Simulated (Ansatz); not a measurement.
SiNi$_{2}$:
```
SiNi2
1.0
    4.94747     0.00000     0.00000
    0.00000     3.69255     0.00000
    0.00000     0.00000     7.00232
Ni Si
8 4
Cartesian
  2.68216   0.92314   5.56617
  0.20843   0.92314   4.93731
  2.26531   2.76941   1.43615
  4.73904   2.76941   2.06501
  0.84208   0.92314   0.41975
  3.31582   0.92314   3.08141
  4.10539   2.76941   6.58257
  1.63165   2.76941   3.92091
  3.51859   0.92314   0.80297
  1.04486   0.92314   2.69819
  1.42888   2.76941   6.19935
  3.90261   2.76941   4.30412
```

Relaxed with r²SCAN.

**Question.** Map the electron localisation function on the plane through (0.542, 0.250, 0.795) spanned by u = [1, 0, 0] and v = [0, 0, 1] in lattice vectors, from r²SCAN (plane waves, PAW; program Ansatz).

**Answer.** x is the fraction of u, y of v (the angle between them is 90°; rows are the nearest grid lines); atoms in the plane: Ni at (0.00, 0.00), Ni at (0.50, 0.91), Ni at (0.63, 0.27), Ni at (0.13, 0.65), Si at (0.17, 0.32), Si at (0.67, 0.59).
```
|98531011001122210011013589|
|54310011013577531011001345|
|22100110024799742001100122|
|00012221012455421001100000|
|11112222001233210011110001|
|00000001210001234554322100|
|01111100122223577776542100|
|23576420012467775556775212|
|24798531003566531124786212|
|23565421013564104711587412|
|12333210024565203511577411|
|11122222223467653334565321|
|33455554333457888776654333|
|67888776543334455665433346|
|77654345654321122222223457|
|63114202686211233221013466|
|63028413786212456431002566|
|76321126874123699742001467|
|77754457763113577531001357|
|35678766532000122110012223|
|12345554321100000001121001|
|22210111110011111222100122|
|54310011100000011222001345|
|98531011001122210011013589|
```
Scale: ten equal steps from 0.129 (start of '0') to 0.723 (end of '9'), in the order '0123456789'; x runs from 0.000 to 1.00, y from 0.000 (bottom) to 1.00 (top).

The density is the valence pseudo-density with augmentation charge, so density and ELF within about 1 Å of a nucleus are not all-electron values.

Space group Pnma. The r²SCAN relaxation kept the symmetry of its start. The workflow began spin-polarised and lost its moments.

Potentials: the later of the program's two PAW sets.
